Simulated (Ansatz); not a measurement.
One crystal and one scan (energy over volume and axial ratio) at two levels, PBE (plane waves to 420 eV, PAW, scalar-relativistic; Ansatz, an electronic-structure program) and r2SCAN (plane waves to 500 eV, PAW, scalar-relativistic; Ansatz), each from its own relaxed cell and on its own mesh. The cell shown is that of PBE.

NaF (rock salt)

```
NaF
1.0
    0.00000     2.35078     2.35078
    2.35078     0.00000     2.35078
    2.35078     2.35078     0.00000
F Na
1 1
Direct
  0.00000   0.00000   0.00000
  0.50000   0.50000   0.50000
```

Grid over V/V₀ and (c/a)/(c/a)₀, subscript 0 meaning the relaxed cell; the conventional c axis lies along z; no internal relaxation.

E stands for the smeared free energy. NaF was relaxed with its symmetry unable to fall. Percentages come from the unrounded values. Both scans cover V/V₀ from 0.920 to 1.080 and (c/a)/(c/a)₀ from 0.960 to 1.040.

Results of PBE:

```
Quantity                                                     Result
-----------------------------------------------------------  ------
Lattice constant a (Å)                                        4.702
Band gap of the relaxed cell, no spin-orbit coupling (eV)      6.09
Shear modulus C′ = (C11 − C12)/2 (fit, atoms clamped) (GPa)      34
```

What does r2SCAN give for the same quantities?


```
quantity                                                     r2SCAN     PBE − r2SCAN
-----------------------------------------------------------  ------  ---------------
Lattice constant a (Å)                                        4.595  +0.107 (+2.3 %)
Band gap of the relaxed cell, no spin-orbit coupling (eV)      7.28    -1.19 (-16 %)
Shear modulus C′ = (C11 − C12)/2 (fit, atoms clamped) (GPa)      48      -14 (-30 %)
```

PBE gives the higher value for: lattice constant a. PBE gives the lower value for: band gap of the relaxed cell, no spin-orbit coupling; shear modulus C′.

(Under strain, the slope of the energy per volume gives the stress and its curvature an elastic modulus.)
